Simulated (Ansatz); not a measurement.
TlBiTe2:
```xyz
4
Lattice="2.2501 1.2991 7.6955 -2.2501 1.2991 7.6955 0.0000 -2.5982 7.6955" Properties=species:S:1:pos:R:3 pbc="T T T"
Tl     0.0000     0.0000    11.5432
Bi     0.0000     0.0000     0.0000
Te     0.0000     0.0000    17.1534
Te     0.0000     0.0000     5.9331
```

Relaxed with PBEsol.

Q: Map the valence electron density (e/Å³), cut off at 1 on the plane through (0.500, 0.500, 0.500) spanned by u = [1, 0, 0] and v = [-1, 1, 1] in lattice vectors, from the program Ansatz at the PBEsol level (PAW).

A: x is the fraction of u, y of v (the angle between them is 53°; rows are the nearest grid lines); atoms in the plane: Tl at (0.00, 0.00), Bi at (0.00, 0.50), Te at (0.49, 0.24), Te at (0.51, 0.76).
```
y \ x   0.000  0.100  0.175  0.275  0.375  0.450  0.550  0.625  0.725  0.825  0.900   1.00
------  -----  -----  -----  -----  -----  -----  -----  -----  -----  -----  -----  -----
1.00     1.00   1.00  0.143  0.058  0.071  0.065  0.065  0.071  0.058  0.143   1.00   1.00
0.925    1.00   1.00  0.400  0.141  0.287  0.259  0.094  0.040  0.024  0.037  0.170   1.00
0.850   0.154  0.434  0.256  0.165  0.739   1.00  0.489  0.124  0.027  0.024  0.040  0.154
0.775   0.046  0.057  0.059  0.079  0.544   1.00   1.00  0.554  0.078  0.038  0.042  0.046
0.700   0.066  0.032  0.021  0.025  0.146  0.694   1.00   1.00  0.227  0.124  0.117  0.066
0.625   0.367  0.062  0.024  0.014  0.033  0.118  0.485  0.606  0.294  0.393  0.877  0.367
0.550    1.00  0.365  0.063  0.025  0.022  0.032  0.078  0.128  0.137  0.355   1.00   1.00
0.450    1.00   1.00  0.355  0.137  0.128  0.078  0.032  0.022  0.025  0.063  0.365   1.00
0.375   0.367  0.877  0.393  0.294  0.606  0.485  0.118  0.033  0.014  0.024  0.062  0.367
0.300   0.066  0.117  0.124  0.227   1.00   1.00  0.694  0.146  0.025  0.021  0.032  0.066
0.225   0.046  0.042  0.038  0.078  0.554   1.00   1.00  0.544  0.079  0.059  0.057  0.046
0.150   0.154  0.040  0.024  0.027  0.124  0.489   1.00  0.739  0.165  0.256  0.434  0.154
0.0750   1.00  0.170  0.037  0.024  0.040  0.094  0.259  0.287  0.141  0.400   1.00   1.00
0.000    1.00   1.00  0.143  0.058  0.071  0.065  0.065  0.071  0.058  0.143   1.00   1.00
```

The density is the valence pseudo-density with augmentation charge, so density and ELF within about 1 Å of a nucleus are not all-electron values.

Space group R-3m. The first step of the workflow began from a Materials Project structure, measured or hypothetical; the Crystallography Open Database files this formula in space group No. 166, but the cells were not matched. Whether it is the stable phase at ambient conditions was not checked. The cell was relaxed with PBEsol under the symmetry of its start; its stability against distortions is not shown here. Scalar-relativistic: spin–orbit coupling is off unless named, which matters more the heavier the elements.

Potentials: the later of the program's two PAW sets.
